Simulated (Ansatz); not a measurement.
CuCl (zinc blende, F-43m), a = b = c = 5.2078 Å, α = β = γ = 90.00°; the cell used has 2 atoms.

Relaxed with LDA.

**Question.** Decompose the optical modes at the zone centre into irreducible representations, and say which are infrared and Raman allowed.

**Answer.** Point group -43m: Γ_opt = T2. Infrared: T2. Raman: T2.

**Question.** Assign frequencies (DFPT, LDA in the plane-wave PAW code Ansatz; without the LO–TO term).

**Answer.** T2 190 cm⁻¹.

The cell was relaxed with LDA under the symmetry of its start; phonons on a q-mesh show no instability. No spin polarisation was allowed.

Potentials: the later of the program's two PAW sets.
